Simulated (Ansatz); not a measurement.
Here is the system:

AlV2C:
```cif
data_C2Al2V4
_chemical_formula_sum 'Al2 V4 C2'
_space_group_name_H-M_alt 'P 1'
_space_group_IT_number 1
_cell_length_a 2.87871
_cell_length_b 2.87871
_cell_length_c 13.02097
_cell_angle_alpha 90.000
_cell_angle_beta 90.000
_cell_angle_gamma 120.000
loop_
_space_group_symop_operation_xyz
  'x, y, z'
loop_
_atom_site_label
_atom_site_type_symbol
_atom_site_fract_x
_atom_site_fract_y
_atom_site_fract_z
_atom_site_occupancy
Al1 Al 0.33333 0.66667 0.25000 1
Al2 Al 0.66667 0.33333 0.75000 1
V1 V 0.33333 0.66667 0.58511 1
V2 V 0.66667 0.33333 0.41489 1
V3 V 0.66667 0.33333 0.08511 1
V4 V 0.33333 0.66667 0.91489 1
C1 C 0.00000 0.00000 0.00000 1
C2 C 0.00000 0.00000 0.50000 1
```

This is the PBEsol-relaxed structure.

### Question
All from DFT-PBEsol in the program Ansatz with PAW potentials, unless another level is named. Estimate the electronic character.

### Answer
metallic (no gap).

### Question
Give the density of states at the Fermi level.

### Answer
0.61 states/eV per atom (mean over ±0.08 eV).

### Question
And the formation energy from the elements (no fitted shifts)?

### Answer
-0.57 eV/atom.

Space group P6_3/mmc. Symmetry was held in the PBEsol relaxation; of distortions, only those at the zone centre were tested. The run is not spin-polarised. The references are the lowest solids computed at this level, not always the standard phases.

Potentials: the later of the program's two PAW sets.
